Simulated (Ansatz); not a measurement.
Starting structure of a cell relaxation (symmetry kept):

```yaml
crystal:
  lattice:
    - [3.93640, 0.00000, 0.00000]
    - [0.00000, 3.93640, 0.00000]
    - [0.00000, 0.00000, 3.93640]
  atoms:
    - { symbol: Sr, position: [0.50000, 0.50000, 0.50000] }
    - { symbol: Ti, position: [0.00000, 0.00000, 0.00000] }
    - { symbol: O, position: [0.50000, 0.00000, 0.00000] }
    - { symbol: O, position: [0.00000, 0.50000, 0.00000] }
    - { symbol: O, position: [0.00000, 0.00000, 0.50000] }
```

Computed with DFT PBE+D3(BJ), scalar-relativistic, plane waves, PAW in Ansatz.

Plane waves to 420 eV, a k mesh through Γ of 8×8×8 on the computed 5-atom cell and Gaussian smearing (0.02 eV); no spin polarisation.

Q: What does it relax to?

A: The volume drops by 0.25 Å³/atom to 11.95 Å³/atom, and the energy falls by 2.7 meV/atom. Final structure:
Space group Pm-3m (No. 221). a = 3.910 Å, b = 3.910 Å, c = 3.910 Å, α = 90.00°, β = 90.00°, γ = 90.00°
```csv
atom,site,symmetry,x,y,z
Sr,1b,m-3m,0.5000,0.5000,0.5000
Ti,1a,m-3m,0.0000,0.0000,0.0000
O,3d,4/mm.m,0.5000,0.0000,0.0000
```

Course of the relaxation (steps run on the plane waves of an earlier cell, and the basis is chosen afresh near the end, so energy and pressure can step there; trial steps that raised the energy were taken back; energies are free energies):

```
step E − E_final (meV/atom) P (GPa) V (Å³/atom)
   1                     2.7    -3.46        12.20
   2                    -0.7    -0.22        11.98
   3                    -0.7     0.01        11.96
   4                     0.0    -0.11        11.96
   5                     0.0     0.00        11.95
   6                     0.0     0.00        11.95
```

Symmetry holds off the tilts and polar distortions that many cubic perovskites undergo.

Cost: 1 run of about 0.27 core-minutes, on Intel Xeon Platinum 8488C (Sapphire Rapids) (shared hosts).